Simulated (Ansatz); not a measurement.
BiBr:
```yaml
crystal:
  lattice:
    - [-2.11959, -0.74878, -19.54229]
    - [-2.12090, -6.83541, 0.00000]
    - [-4.24184, 0.00000, 0.00000]
  atoms:
    - { symbol: Bi, position: [0.99723, 0.34481, 0.82898] }
    - { symbol: Bi, position: [0.00277, 0.65519, 0.17102] }
    - { symbol: Bi, position: [0.50282, 0.84393, 0.82663] }
    - { symbol: Bi, position: [0.49718, 0.15607, 0.17337] }
    - { symbol: Bi, position: [0.15162, 0.26405, 0.79219] }
    - { symbol: Bi, position: [0.84838, 0.73595, 0.20781] }
    - { symbol: Bi, position: [0.34789, 0.80364, 0.92419] }
    - { symbol: Bi, position: [0.65211, 0.19636, 0.07581] }
    - { symbol: Br, position: [0.81492, 0.46025, 0.86234] }
    - { symbol: Br, position: [0.18508, 0.53975, 0.13766] }
    - { symbol: Br, position: [0.37450, 0.51796, 0.55377] }
    - { symbol: Br, position: [0.62550, 0.48204, 0.44623] }
    - { symbol: Br, position: [0.88227, 0.01072, 0.55345] }
    - { symbol: Br, position: [0.11773, 0.98928, 0.44655] }
    - { symbol: Br, position: [0.31477, 0.08652, 0.29933] }
    - { symbol: Br, position: [0.68523, 0.91348, 0.70067] }
```

Relaxed with r²SCAN+D4.

Task: Map the electron localisation function on the plane through (0.997, 0.345, 0.829) spanned by u = [1, -1, 0] and v = [1, 1, -1] in lattice vectors, from the program Ansatz at the r²SCAN+D4 level (PAW).

Result: x is the fraction of u, y of v (the angle between them is 39°; rows are the nearest grid lines); atoms in the plane: Bi at (0.00, 0.00), Bi at (0.35, 0.66), Bi at (0.50, 0.00), Bi at (0.84, 0.66), Bi at (0.12, 0.04), Bi at (0.23, 0.62), Bi at (0.45, 0.90), Bi at (0.90, 0.75), Br at (0.85, 0.97), Br at (0.50, 0.69).
```
y \ x   0.000  0.100  0.175  0.275  0.375  0.450  0.550  0.625  0.725  0.825  0.900   1.00
------  -----  -----  -----  -----  -----  -----  -----  -----  -----  -----  -----  -----
1.00    0.442  0.427  0.439  0.017  0.338  0.353  0.507  0.082  0.016  0.153  0.172  0.442
0.925   0.435  0.518  0.102  0.065  0.493  0.170  0.455  0.610  0.014  0.756  0.761  0.435
0.850   0.053  0.105  0.025  0.016  0.024  0.584  0.198  0.127  0.017  0.400  0.067  0.053
0.775   0.013  0.029  0.035  0.589  0.514  0.810  0.123  0.019  0.577  0.359  0.119  0.013
0.700   0.333  0.419  0.376  0.453  0.481  0.904  0.830  0.007  0.276  0.337  0.488  0.333
0.625   0.144  0.014  0.591  0.441  0.120  0.171  0.842  0.078  0.803  0.498  0.371  0.144
0.550   0.162  0.010  0.009  0.444  0.349  0.366  0.024  0.064  0.888  0.819  0.320  0.162
0.450   0.027  0.022  0.886  0.101  0.019  0.009  0.035  0.516  0.747  0.823  0.508  0.027
0.375   0.579  0.033  0.590  0.329  0.004  0.017  0.685  0.010  0.161  0.462  0.055  0.579
0.300   0.307  0.400  0.122  0.745  0.182  0.012  0.916  0.902  0.062  0.833  0.010  0.307
0.225   0.011  0.887  0.887  0.023  0.037  0.519  0.038  0.854  0.276  0.021  0.010  0.011
0.150   0.108  0.027  0.262  0.014  0.212  0.053  0.032  0.143  0.202  0.097  0.161  0.108
0.0750  0.506  0.262  0.336  0.015  0.246  0.402  0.742  0.887  0.278  0.067  0.366  0.506
0.000   0.442  0.427  0.439  0.017  0.338  0.353  0.507  0.082  0.016  0.153  0.172  0.442
```

The density is the valence pseudo-density with augmentation charge, so density and ELF within about 1 Å of a nucleus are not all-electron values.

Space group C2/m. The workflow started from a Materials Project entry (that database holds measured and hypothetical structures alike); the Crystallography Open Database files this formula in space group No. 12, but the cells were not matched. Whether it is the stable phase at ambient conditions was not checked. The cell was relaxed with r²SCAN+D4 under the symmetry of its start; whether a distortion lowers the energy is not shown. Scalar-relativistic: spin–orbit coupling is off unless named, which matters more the heavier the elements.

Potentials: the later of the program's two PAW sets.
